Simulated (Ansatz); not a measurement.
## Computed properties of TiPt₃

TiPt$_{3}$:
```yaml
crystal:
  lattice:
    - [5.55165, 0.00000, 0.00000]
    - [-2.77582, 4.80787, 0.00000]
    - [0.00000, 0.00000, 9.03480]
  atoms:
    - { symbol: Ti, position: [0.00000, 0.00000, 0.00000] }
    - { symbol: Ti, position: [0.00000, 0.00000, 0.50000] }
    - { symbol: Ti, position: [0.66667, 0.33333, 0.75000] }
    - { symbol: Ti, position: [0.33333, 0.66667, 0.25000] }
    - { symbol: Pt, position: [0.50000, 0.00000, 0.00000] }
    - { symbol: Pt, position: [0.50000, 0.50000, 0.50000] }
    - { symbol: Pt, position: [0.00000, 0.50000, 0.00000] }
    - { symbol: Pt, position: [0.50000, 0.00000, 0.50000] }
    - { symbol: Pt, position: [0.50000, 0.50000, 0.00000] }
    - { symbol: Pt, position: [0.00000, 0.50000, 0.50000] }
    - { symbol: Pt, position: [0.66630, 0.83315, 0.75000] }
    - { symbol: Pt, position: [0.33370, 0.16685, 0.25000] }
    - { symbol: Pt, position: [0.83315, 0.66630, 0.25000] }
    - { symbol: Pt, position: [0.16685, 0.33370, 0.75000] }
    - { symbol: Pt, position: [0.16685, 0.83315, 0.75000] }
    - { symbol: Pt, position: [0.83315, 0.16685, 0.25000] }
```

Space group P6_3/mmc (No. 194); conventional cell a = 5.5516 Å, b = 5.5516 Å, c = 9.0348 Å, α = 90.00°, β = 90.00°, γ = 120.00°.

Method: the program Ansatz at the r²SCAN level (PAW). Structure relaxed to zero pressure with the same functional. Other levels are named where they apply.

Cell and energy:

* **Volume per atom**: 15.07 Å³
* **Density**: 17.44 g/cm³
* **Formation energy from the elements (no fitted shifts)**: -89 kJ/mol-atom

Electronic structure:

- Electronic character: metallic (no gap)
- Density of states at the Fermi level: 0.15 states/eV per atom (mean over ±0.08 eV)
- Gap with spin–orbit coupling: none (metallic)

Mechanics:

- Bulk modulus (Birch–Murnaghan fit) = 257 GPa
- Pressure derivative B′ = 5.0

Charges:

* **Bader charges**: Ti +1.71, Pt -0.58 to -0.56 e

The first step of the workflow began from a Materials Project structure, measured or hypothetical; the Crystallography Open Database copy checked does not list it. COD files the formula under space group No. 164, 221. Its standing as an ambient phase is unchecked. The cell was relaxed with r²SCAN under the symmetry of its start; whether a distortion lowers the energy is not shown. The run is not spin-polarised. Axis ratios of metals converge slowly with the k-mesh, so a and c are less sure than the volume. The references are the lowest solids computed at this level, not always the standard phases. Spin–orbit coupling is left out wherever it is not named.

Potentials: the later of the program's two PAW sets.
